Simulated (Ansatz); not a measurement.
Si₁₂W:
```cif
data_Si12W
_chemical_formula_sum 'W1 Si12'
_space_group_name_H-M_alt 'P 1'
_space_group_IT_number 1
_cell_length_a 7.09232
_cell_length_b 7.09232
_cell_length_c 5.17075
_cell_angle_alpha 90.000
_cell_angle_beta 90.000
_cell_angle_gamma 120.000
loop_
_space_group_symop_operation_xyz
  'x, y, z'
loop_
_atom_site_label
_atom_site_type_symbol
_atom_site_fract_x
_atom_site_fract_y
_atom_site_fract_z
_atom_site_occupancy
W1 W 0.00000 0.00000 0.00000 1
Si1 Si 0.33415 0.00000 0.73696 1
Si2 Si 0.33415 0.00000 0.26304 1
Si3 Si 0.33415 0.33415 0.73696 1
Si4 Si 0.33415 0.33415 0.26304 1
Si5 Si 0.00000 0.33415 0.73696 1
Si6 Si 0.00000 0.33415 0.26304 1
Si7 Si 0.66585 0.00000 0.73696 1
Si8 Si 0.66585 0.00000 0.26304 1
Si9 Si 0.66585 0.66585 0.73696 1
Si10 Si 0.66585 0.66585 0.26304 1
Si11 Si 0.00000 0.66585 0.73696 1
Si12 Si 0.00000 0.66585 0.26304 1
```

Relaxed with PBE+D3(BJ).

Question: Which orbitals make up the states near the Fermi level in DFT-PBE+D3(BJ) in the program Ansatz with PAW potentials?

Answer: Within 0.5 eV of the Fermi level: Si 3p 61 %, W 5d 18 %, Si 3s 15 %. Projections are on Löwdin-orthogonalised atomic valence shells; empty p or d shells of many metals are not among them.

Question: Tabulate the density of states.

Answer: States/eV per cell of 13 atoms, in 0.25 eV bins, energy from the Fermi level.

| E (eV) | total | Si 3p | Si 3s | W 5d |
|---|---|---|---|---|
| -7.85 | 3.68 | 1.48 | 1.89 | 0.27 |
| -7.60 | 3.25 | 1.31 | 1.64 | 0.26 |
| -7.35 | 3.42 | 1.49 | 1.61 | 0.29 |
| -7.10 | 2.67 | 1.29 | 1.11 | 0.23 |
| -6.85 | 2.81 | 1.51 | 1.02 | 0.21 |
| -6.60 | 2.11 | 1.20 | 0.71 | 0.14 |
| -6.35 | 2.55 | 1.61 | 0.71 | 0.16 |
| -6.10 | 3.51 | 2.24 | 0.95 | 0.21 |
| -5.85 | 3.44 | 2.30 | 0.87 | 0.18 |
| -5.60 | 4.82 | 3.41 | 1.04 | 0.25 |
| -5.35 | 6.12 | 4.53 | 1.03 | 0.42 |
| -5.10 | 4.00 | 3.08 | 0.60 | 0.23 |
| -4.85 | 6.83 | 5.52 | 0.71 | 0.49 |
| -4.60 | 6.75 | 5.40 | 0.71 | 0.50 |
| -4.35 | 6.98 | 5.62 | 0.61 | 0.60 |
| -4.10 | 5.16 | 4.13 | 0.44 | 0.49 |
| -3.85 | 5.09 | 4.02 | 0.43 | 0.54 |
| -3.60 | 6.35 | 4.98 | 0.44 | 0.81 |
| -3.35 | 6.29 | 4.84 | 0.42 | 0.91 |
| -3.10 | 6.28 | 4.77 | 0.41 | 0.98 |
| -2.85 | 4.20 | 3.03 | 0.37 | 0.70 |
| -2.60 | 4.34 | 2.90 | 0.55 | 0.76 |
| -2.35 | 6.07 | 3.97 | 0.74 | 1.10 |
| -2.10 | 5.42 | 3.63 | 0.69 | 0.89 |
| -1.85 | 5.05 | 3.36 | 0.70 | 0.75 |
| -1.60 | 6.60 | 4.47 | 0.93 | 0.89 |
| -1.35 | 7.93 | 5.54 | 0.86 | 1.19 |
| -1.10 | 6.38 | 4.09 | 0.75 | 1.25 |
| -0.85 | 6.03 | 3.59 | 0.76 | 1.40 |
| -0.60 | 5.24 | 3.32 | 0.73 | 0.97 |
| -0.35 | 4.23 | 2.72 | 0.61 | 0.72 |
| -0.10 | 3.86 | 2.42 | 0.65 | 0.59 |
| 0.15 | 6.32 | 3.70 | 1.03 | 1.20 |
| 0.40 | 3.60 | 2.17 | 0.48 | 0.71 |
| 0.65 | 5.90 | 3.32 | 0.82 | 1.27 |
| 0.90 | 8.06 | 3.96 | 1.24 | 2.06 |
| 1.15 | 8.15 | 4.15 | 1.23 | 1.96 |
| 1.40 | 7.52 | 4.21 | 1.10 | 1.26 |
| 1.65 | 6.37 | 3.68 | 0.95 | 0.93 |
| 1.90 | 5.63 | 3.19 | 0.84 | 0.72 |
| 2.15 | 6.13 | 3.34 | 0.91 | 0.61 |
| 2.40 | 5.89 | 3.14 | 0.85 | 0.48 |
| 2.65 | 6.91 | 3.51 | 0.97 | 0.49 |
| 2.90 | 6.20 | 3.29 | 0.79 | 0.45 |
| 3.15 | 7.34 | 3.48 | 0.90 | 0.46 |
| 3.40 | 7.20 | 3.40 | 0.89 | 0.37 |
| 3.65 | 6.03 | 3.02 | 0.88 | 0.26 |
| 3.90 | 6.64 | 3.09 | 0.95 | 0.31 |
| 4.15 | 6.82 | 2.91 | 0.97 | 0.42 |
| 4.40 | 7.57 | 3.49 | 0.96 | 0.48 |
| 4.65 | 6.73 | 3.26 | 0.77 | 0.34 |

Space group P6/mmm. The start of the workflow was typed in or built on a structure type; neither database checked (COD, Materials Project) lists it. Its standing as an ambient phase is unchecked. The cell was relaxed with PBE+D3(BJ) under the symmetry of its start; its stability against distortions is not shown here. The run is not spin-polarised. Its formation energy is positive at this level, so the cell may be metastable or incomplete. Scalar-relativistic: spin–orbit coupling is off unless named, which matters more the heavier the elements.

Potentials: the earlier of the program's two PAW sets.
